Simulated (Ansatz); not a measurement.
A geometry of Bi$_{2}$Se$_{3}$ away from equilibrium: step 3 of the relaxation of a relaxed Bi2Se3 cell stretched uniformly to 150 % of its volume. Method: r2SCAN (plane waves to 500 eV, PAW, scalar-relativistic; Ansatz, a program for electronic structure). Γ-centred k-mesh 6×6×6 on the run's cell (coarser than for final values), Fermi–Dirac smearing 0.05 eV. The plane waves were selected for a different cell earlier on the path.

```xyz
5
Lattice="2.1603 1.2472 10.7146 -2.1603 1.2472 10.7146 0.0000 -2.4945 10.7146" Properties=species:S:1:pos:R:3 pbc="T T T"
Bi     0.0000     0.0000    12.7168
Bi     0.0000     0.0000    19.4270
Se     0.0000     0.0000     0.0000
Se     0.0000     0.0000     7.2599
Se     0.0000     0.0000    24.8838
```

Problem. Give the Cartesian forces on all atoms (eV/Å).

Solution. 
```tsv
atom	Fx	Fy	Fz
Bi1	0.00	0.00	-0.48
Bi2	0.00	0.00	0.48
Se3	0.00	0.00	0.00
Se4	0.00	0.00	-0.06
Se5	0.00	0.00	0.06
```

The path ends in R-3m (No. 166) (AFLOW prototype A2B3_hR5_166_c_ac (C33, as in Bi2Te3)). No spin polarisation in the result.

The run could not lose the symmetry of its start.
